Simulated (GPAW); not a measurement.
**Cr3Ge: energy against volume and a worked fit**

```
CELL_PARAMETERS angstrom
4.54939 0.00000 0.00000
0.00000 4.54939 0.00000
0.00000 0.00000 4.54939
ATOMIC_POSITIONS crystal
Ge 0.50000 0.50000 0.50000
Ge 0.00000 0.00000 0.00000
Cr 0.50000 0.25000 0.00000
Cr 0.50000 0.75000 0.00000
Cr 0.00000 0.50000 0.75000
Cr 0.00000 0.50000 0.25000
Cr 0.75000 0.00000 0.50000
Cr 0.25000 0.00000 0.50000
```

The cell comes from a database or a generator and needn't be the stable form of this composition.

The cell was scaled at fixed shape and fractions and run with GPAW, PAW data sets generated for this functional, cutoff 600 eV; PBEsol, k mesh 6 × 6 × 6 on the cell of 8 atoms, fermi-dirac occupations of 0.05 eV, collinear spin, ferromagnetic start, no spin-orbit coupling. Energies are those that the program minimises, any entropy of the smearing included. For a metal such a mesh isn't converged to the digits shown. The moments vanished.

```csv
V (Å³/atom),energy over the lowest row (meV/atom)
11.0637,24.16
11.2991,7.69
11.5344,0.00
11.7698,0.16
12.0052,7.42
12.2406,?
12.4760,40.28
```

Question: Fit the third-order Birch-Murnaghan form, give V0, B0 and B′, and predict the energy left open.

Answer: With y = (V0/V)^(2/3), E = E0 + (9 V0 B0/16) [(y - 1)³ B′ + (y - 1)² (6 - 4y)]. Least squares through the rows shown give V0 = 11.6455 Å³/atom, E0 = -0.85 meV, B0 = 251.7 GPa (1 eV/Å³ = 160.218 GPa) and B′ = 4.35, with a largest miss of 0.01 meV. At V = 12.2406 the form with these constants gives 21.00 meV; the run gave 21.00 meV an atom.
